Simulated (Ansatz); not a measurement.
Relaxed-ion elastic tensor of Si₃Ge in space group P-4m2 (No. 115; Si on 2g, Si on 1a, Ge on 1c) in GPa (Voigt order), DFT-PBEsol in the program Ansatz with PAW potentials; density 3.16 g/cm³, 20.63 Å³ per atom.

```csv
,1,2,3,4,5,6
1,175,30.9,57.7,0.0,0.0,0.0
2,30.9,175,57.7,0.0,0.0,0.0
3,57.7,57.7,146,0.0,0.0,0.0
4,0.0,0.0,0.0,71.2,0.0,0.0
5,0.0,0.0,0.0,0.0,71.2,0.0
6,0.0,0.0,0.0,0.0,0.0,45.0
```

Task: Is the crystal mechanically stable?

Result: Yes: the smallest eigenvalue of C is 45.0 GPa.

Task: Work out the Voigt, Reuss and Hill averages.

Result: K_V = 87.7, K_R = 87.7, K_H = 87.7; G_V = 60.8, G_R = 57.7, G_H = 59.3 GPa.

Task: Give Young's modulus, Poisson's ratio, Pugh's ratio and the universal anisotropy index.

Result: E = 9KG/(3K + G) = 145 GPa; ν = 0.22; K/G = 1.48 (brittle by the Pugh limit of 1.75); A_U = 5G_V/G_R + K_V/K_R − 6 = 0.27.

Task: Estimate the sound speeds and the Debye temperature.

Result: v_l = √((K + 4G/3)/ρ) = 7270 m/s, v_t = √(G/ρ) = 4330 m/s, mean 4800 m/s; Θ = (h/k)(3n/4πV)^(1/3) v_m = 521 K.

Task: Solve the Christoffel equation for the three sound speeds along x, y, z.

Result: Eigenvalues of C_ijkl n_j n_l equal ρv². In km/s, slowest first: x 3.77, 4.75, 7.45; y 3.77, 4.75, 7.45; z 4.75, 4.75, 6.81.

Task: How much does each axis shrink under pressure?

Result: Linear compressibilities β_i = Σ_j S_ij (j = 1 to 3): x 3.8, y 3.8, z 3.9 per TPa.

The start of the workflow was typed in or built on a structure type; neither database checked (COD, Materials Project) lists it. Whether it is the stable phase at ambient conditions was not checked. Symmetry was held in the PBEsol relaxation; its stability against distortions is not shown here.

Potentials: the earlier of the program's two PAW sets. The files were generated under PBE; for other functionals the program regenerates the frozen cores, and for LDA and PBEsol the local potential too.
